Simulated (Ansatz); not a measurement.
**TaC (rock salt): energy over volume and axial ratio**

TaC (rock salt)

```cif
data_C4Ta4
_chemical_formula_sum 'C4 Ta4'
_space_group_name_H-M_alt 'Fm-3m'
_space_group_IT_number 225
_space_group_name_Hall '-F 4 2 3'
_cell_length_a 4.47586
_cell_length_b 4.47586
_cell_length_c 4.47586
_cell_angle_alpha 90.000
_cell_angle_beta 90.000
_cell_angle_gamma 90.000
loop_
_atom_site_label
_atom_site_type_symbol
_atom_site_symmetry_multiplicity
_atom_site_Wyckoff_symbol
_atom_site_fract_x
_atom_site_fract_y
_atom_site_fract_z
_atom_site_occupancy
C1 C 4 a 0.00000 0.00000 0.00000 1
Ta1 Ta 4 b 0.50000 0.50000 0.50000 1
```
(The calculation used a cell of 2 atoms; values per cell refer to that cell.)

Grid over V/V₀ and (c/a)/(c/a)₀, subscript 0 meaning the relaxed cell; the conventional c axis lies along z; no internal relaxation.

Computed with PBE (plane waves to 420 eV, PAW, scalar-relativistic; Ansatz, a first-principles code). k mesh 18×18×18 (Γ-centred), Fermi-Dirac smearing 0.05 eV. Energies are smeared free energies. Stress and pressure are positive under compression. With partly filled bands, the response to shear is sensitive to the k mesh, so small differences along c/a are uncertain. Spin-orbit coupling is left out, though Ta is heavy. TaC is run without spin polarisation. TaC was relaxed with its symmetry unable to fall. ΔE is measured from the relaxed starting cell.

ΔE (eV/atom), with V/V₀ across and (c/a)/(c/a)₀ down:

| (c/a)/(c/a)₀ \ V/V₀ | 0.920 | 0.947 | 0.973 | 1.000 | 1.027 | 1.053 | 1.080 |
|---|---|---|---|---|---|---|---|
| 0.960 | 0.114 | 0.063 | 0.033 | 0.023 | 0.028 | 0.048 | 0.080 |
| 0.973 | 0.096 | 0.047 | 0.019 | 0.010 | 0.016 | 0.037 | 0.071 |
| 0.987 | 0.087 | 0.038 | 0.011 | 0.002 | 0.010 | 0.031 | 0.065 |
| 1.000 | 0.084 | 0.035 | 0.008 | 0.000 | 0.008 | 0.029 | 0.063 |
| 1.013 | 0.087 | 0.038 | 0.011 | 0.002 | 0.010 | 0.031 | 0.065 |
| 1.027 | 0.096 | 0.046 | 0.018 | 0.009 | 0.016 | 0.037 | 0.070 |
| 1.040 | 0.110 | 0.060 | 0.031 | 0.020 | 0.026 | 0.046 | 0.078 |

σzz (GPa), with V/V₀ across and (c/a)/(c/a)₀ down:

| (c/a)/(c/a)₀ \ V/V₀ | 0.920 | 0.947 | 0.973 | 1.000 | 1.027 | 1.053 | 1.080 |
|---|---|---|---|---|---|---|---|
| 0.960 | 57.2 | 42.4 | 29.4 | 18.0 | 8.0 | -0.8 | -8.5 |
| 0.973 | 47.7 | 33.8 | 21.6 | 11.0 | 1.7 | -6.4 | -13.5 |
| 0.987 | 39.4 | 26.4 | 15.0 | 5.1 | -3.6 | -11.1 | -17.7 |
| 1.000 | 32.2 | 19.9 | 9.3 | 0.0 | -8.1 | -15.1 | -21.2 |
| 1.013 | 25.3 | 13.8 | 3.9 | -4.8 | -12.3 | -18.8 | -24.5 |
| 1.027 | 18.7 | 7.9 | -1.4 | -9.4 | -16.4 | -22.4 | -27.6 |
| 1.040 | 12.4 | 2.4 | -6.3 | -13.7 | -20.1 | -25.6 | -30.4 |

Key numbers:

| Property | Result |
|---|---|
| Lowest place on the grid | V/V₀ = 1.000, (c/a)/(c/a)₀ = 1.000 (0 meV/atom) |
| Highest place on the grid | V/V₀ = 0.920, (c/a)/(c/a)₀ = 0.960 (114 meV/atom) |

The 49 points together took about 5 core-minutes (a rough figure).

(A scan under strain: stresses follow from slopes of the energy per volume, elastic moduli from its curvatures.)
